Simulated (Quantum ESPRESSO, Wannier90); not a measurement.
# ZrSe2 (CdI2 type): Wannier90 run

Structure: Materials Project mp-2076, symmetrised, not relaxed again. COD (Crystallography Open Database) has an entry of this formula and space group (matched by these alone). Method: PBEsol plane waves in Quantum ESPRESSO 7.5 (PseudoDojo norm-conserving files, 69 Ry, spinors with spin-orbit coupling), Bloch states on a 6×6×4 mesh through Γ, Wannier90 4.0.1. Density: 12×12×6 mesh, Gaussian smearing 0.01 Ry. The cell is built of weakly bound layers, chains or molecules, whose nearest atoms lie 3.95 Å apart. Database cells relaxed without dispersion often hold them too far apart, which can enlarge gaps and weakens couplings between them; spacing and stacking were not compared with the measured crystal. The gap is small at this level and was sampled on the meshes and a path alone.

```
begin unit_cell_cart
ang
    3.8111501223    0.0000000000    0.0000000000
   -1.9055750611    3.3005528235    0.0000000000
    0.0000000000    0.0000000000    6.3999100000
end unit_cell_cart
mp_grid = 6 6 4
```

### Question
Which shells of neighbouring k-points and which b-vectors and weights does Wannier90 pick for this cell and mesh?

### Answer
```
 *---------------------------------- K-MESH ----------------------------------*
 +----------------------------------------------------------------------------+
 |                    Distance to Nearest-Neighbour Shells                    |
 |                    ------------------------------------                    |
 |          Shell             Distance (Ang^-1)          Multiplicity         |
 |          -----             -----------------          ------------         |
 |             1                   0.245440                      2            |
 |             2                   0.317279                      6            |
 |             3                   0.401132                     12            |
 |             4                   0.490881                      2            |
 |             5                   0.549544                      6            |
 |             6                   0.584491                     12            |
 |             7                   0.601864                     12            |
 |             8                   0.634559                      6            |
       ... (lines left out)
 +----------------------------------------------------------------------------+
 | The b-vectors are chosen automatically                                     |
 | The following shells are used:                       1,  2                 |
 +----------------------------------------------------------------------------+
 |                        Shell   # Nearest-Neighbours                        |
 |                        -----   --------------------                        |
 |                          1               2                                 |
 |                          2               6                                 |
 +----------------------------------------------------------------------------+
 | Completeness relation is fully satisfied [Eq. (B1), PRB 56, 12847 (1997)]  |
 +----------------------------------------------------------------------------+
 |                  b_k Vectors (Ang^-1) and Weights (Ang^2)                  |
 |                  ----------------------------------------                  |
 |            No.         b_k(x)      b_k(y)      b_k(z)        w_b           |
 |            ---        --------------------------------     --------        |
 |             1         0.000000    0.000000    0.245440     8.299998        |
 |             2         0.000000    0.000000   -0.245440     8.299998        |
 |             3         0.000000    0.317279    0.000000     3.311272        |
 |             4         0.274772    0.158640    0.000000     3.311272        |
 |             5         0.000000   -0.317279    0.000000     3.311272        |
 |             6         0.274772   -0.158640    0.000000     3.311272        |
 |             7        -0.274772   -0.158640    0.000000     3.311272        |
 |             8        -0.274772    0.158640    0.000000     3.311272        |
```
